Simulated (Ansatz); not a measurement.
# Ansatz 0.2.0, relaxation: LaCuSeO

Input:

```yaml
crystal:
  lattice:
    - [4.13138799, 0.0, 0.0]
    - [0.0, 4.13138799, 0.0]
    - [0.0, 0.0, 8.9365167]
  atoms:
    - { symbol: Cu, position: [0.25, 0.75, 0.5] }
    - { symbol: Cu, position: [0.75, 0.25, 0.5] }
    - { symbol: La, position: [0.25, 0.25, 0.1398] }
    - { symbol: La, position: [0.75, 0.75, 0.8602] }
    - { symbol: Se, position: [0.25, 0.25, 0.6698] }
    - { symbol: Se, position: [0.75, 0.75, 0.3302] }
    - { symbol: O, position: [0.25, 0.75, 0.0] }
    - { symbol: O, position: [0.75, 0.25, 0.0] }
kpoints:
  mp_grid: { grid: [6, 6, 3], shift: [0, 0, 0] }
magnetization:
  spin_polarized: true
scf:
  occupations: { method: fermi_dirac }
  lower_state_search: "off"
hamiltonian:
  pseudopotentials: { kind: paw }
  xc: r2scan
basis:
  ecutwfc: 500
  fft_grid_basis: typed
relax:
  max_steps: 80
  cell: { p_target: 20.0 }
  f_tol: 0.03
output:
  forces: true
  stress: true
  eigenvalues: true
  bader: true
  populations: true
  elf: true
  write_potential: true
  volumetric_format: npy
  dos:
    e_range: [-12, 8]
    de: 0.05
    projected: { site_lists: { Cu: [Cu], La: [La], O: [O], Se: [Se] } }
checkpoint:
  read: saved_state
```

Run with:

```bash
ansatz run input.yaml --threads 2 --pin off --max-ram 4096MiB --backend cpu --events-out ev --progress --plain --runs-dir out
```

Origin of the cell: a database entry, scaled a little.

The smearing width isn't typed, so it takes its default of 0.1 eV.

The saved state is a converged single point of the same cell.

Steps («new basis» is an SCF on plane waves selected anew at the same cell):

| step | ΔH (meV/atom) | max force component (eV/Å) | P (GPa) | volume (Å³) | SCF iterations | step was |
| --- | --- | --- | --- | --- | --- | --- |
| 1 | 0.0 | 0.568 | -4.88 | 152.53 | 8 | accepted |
| 2 | -286.1 | 1.136 | 11.80 | 131.55 | 9 | accepted |
| 3 | -324.0 | 0.732 | 22.22 | 120.29 | 9 | accepted |
| 4 | -334.1 | 0.139 | 19.63 | 122.86 | 8 | accepted |
| 5 | -334.7 | 0.016 | 19.95 | 122.62 | 6 | accepted |
| 6 | -334.8 | 0.007 | 19.98 | 122.52 | 6 | accepted |
| 7 | -333.5 | 0.005 | 19.97 | 122.52 | 9 | new basis |

Before:

Space group P4/nmm (No. 129); the run's cell has a = 4.131 Å, b = 4.131 Å, c = 8.937 Å, α = 90.00°, β = 90.00°, γ = 90.00°. Shortest distances: La–O 2.41 Å, Cu–Se 2.56 Å, Cu–Cu 2.92 Å, O–O 2.92 Å, La–Se 3.38 Å.

After:

Space group P4/nmm (No. 129); the run's cell has a = 3.913 Å, b = 3.913 Å, c = 8.002 Å, α = 90.00°, β = 90.00°, γ = 90.00°. Shortest distances: La–O 2.31 Å, Cu–Se 2.40 Å, Cu–Cu 2.77 Å, O–O 2.77 Å, La–Se 3.10 Å, O–Se 3.26 Å.

```yaml
crystal:
  lattice:
    - [3.91291, 0.00000, 0.00000]
    - [0.00000, 3.91291, 0.00000]
    - [0.00000, 0.00000, 8.00224]
  atoms:
    - { symbol: Cu, position: [0.25000, 0.75000, 0.50000] }
    - { symbol: Cu, position: [0.75000, 0.25000, 0.50000] }
    - { symbol: La, position: [0.25000, 0.25000, 0.15270] }
    - { symbol: La, position: [0.75000, 0.75000, 0.84730] }
    - { symbol: Se, position: [0.25000, 0.25000, 0.67388] }
    - { symbol: Se, position: [0.75000, 0.75000, 0.32612] }
    - { symbol: O, position: [0.25000, 0.75000, 0.00000] }
    - { symbol: O, position: [0.75000, 0.25000, 0.00000] }
```

| Item | Value |
| --- | --- |
| Enthalpy lowered by | 333.5 meV/atom |
| Volume change | -19.67 % |
| Final pressure | 19.97 GPa |
| Relaxation steps listed | 7 |

Caveats: no spin-orbit coupling, though heavy elements are present; spin is on but no moment was typed; the relaxation held the start's symmetry, so the end may be a saddle point.

It ran for 2.7 min on 2 threads of Arm Neoverse V1, with other jobs on the host, peak memory 1.1 GiB, from a saved density.
